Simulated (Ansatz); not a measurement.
**Notes on Ba$_{3}$PbO**

```xyz
5
Lattice="5.3866 0.0000 0.0000 0.0000 5.3866 0.0000 0.0000 0.0000 5.3866" Properties=species:S:1:pos:R:3 pbc="T T T"
Pb    0.0000    0.0000    0.0000
Ba    0.0000    2.6933    2.6933
Ba    2.6933    0.0000    2.6933
Ba    2.6933    2.6933    0.0000
O     2.6933    2.6933    2.6933
```

The numbers come from plane-wave PAW DFT (Ansatz): r2SCAN, no spin polarisation, 500 eV, 6×6×6 Γ-centred k points, fermi-dirac occupations (width 0.1 eV). Nothing was relaxed.

(1) Is there a gap?

(2) Give the Bader charges.

(3) Is the cell too large or too small?

(4) What do density and ELF say about some of the short contacts?

Origin: a database entry at a rescaled volume.

Results:

(1) It is a metal on this mesh, though the bands barely overlap, with about 0.12 states/eV a cell as the mean within 0.25 eV of the Fermi level.

(2) Bader charges in e: Ba +1.19, Pb -2.09, O -1.49. In the mean Ba gives up most and Pb takes most.

(3) The pressure is 2.5 GPa (compression positive), so with the atoms held at these fractions the cell would first expand.

(4) Ba–O at 2.69 Å: least valence density 0.24 e/Å³ and ELF 0.12 there. Pb–Ba at 3.81 Å: least valence density 0.09 e/Å³ and ELF 0.18 there. These are pseudo-fields; inside the PAW spheres they differ from the all-electron ones.
